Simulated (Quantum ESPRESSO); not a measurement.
# Band energies of CaHI monolayer

```
CELL_PARAMETERS angstrom
      3.96252     0.00000     0.00000
      0.00000     3.96252     0.00000
      0.00000     0.00000    20.20000
ATOMIC_POSITIONS crystal
  H  0.00000 0.50000 0.00000
  H  0.50000 0.00000 0.00000
  Ca 0.00000 0.00000 0.05886
  Ca 0.50000 0.50000 0.94114
  I  0.50000 0.50000 0.13604
  I  0.00000 0.00000 0.86396
```

PBEsol (pw.x of Quantum ESPRESSO, ONCV potentials, with spin-orbit coupling); path MΓXM; energies in eV from the valence-band maximum.

```
k (1/Å)  point  band 36  band 37  band 38  band 39  band 40  band 41  band 42  band 43
-------  -----  -------  -------  -------  -------  -------  -------  -------  -------
0.00         M    -1.13     3.70     3.70     3.70     3.70     5.15     5.15     5.15
0.19              -0.86     3.84     3.84     3.92     3.92     4.80     4.80     5.25
0.37              -0.56     4.10     4.10     4.16     4.16     4.60     4.60     5.48
0.56              -0.30     4.06     4.06     4.39     4.39     4.58     4.58     5.07
0.75              -0.12     4.06     4.06     4.45     4.45     4.56     4.56     4.76
0.93              -0.03     3.86     3.86     4.16     4.16     4.55     4.55     4.72
1.12         Γ    -0.02     3.58     3.58     4.23     4.23     4.73     4.73     4.75
1.32              -0.01     3.83     3.83     4.12     4.12     4.55     4.55     4.60
1.52               0.00     3.96     3.96     4.11     4.11     4.43     4.43     4.75
1.72              -0.02     4.00     4.00     4.22     4.22     4.47     4.47     5.11
1.91         X    -0.08     4.12     4.12     4.12     4.12     4.79     4.79     4.79
2.07              -0.25     4.17     4.17     4.18     4.18     4.71     4.71     4.74
2.23              -0.54     4.26     4.26     4.28     4.28     4.62     4.62     4.66
2.39              -0.75     4.10     4.10     4.14     4.14     4.76     4.76     4.79
2.55              -0.95     3.83     3.83     3.85     3.85     5.00     5.00     5.04
2.71         M    -1.13     3.70     3.70     3.70     3.70     5.15     5.15     5.15
```

The PBEsol gap is 3.58 eV and nearly direct: the edges lie at 50 % of the way from Γ to X and Γ, the smallest direct gap within 0.02 eV of it. The valence-band maximum lies 6.25 eV below the vacuum level.

Geometry relaxed with PBEsol.

This is a model layer cut from the bulk structure; whether it is stable on its own was not checked.
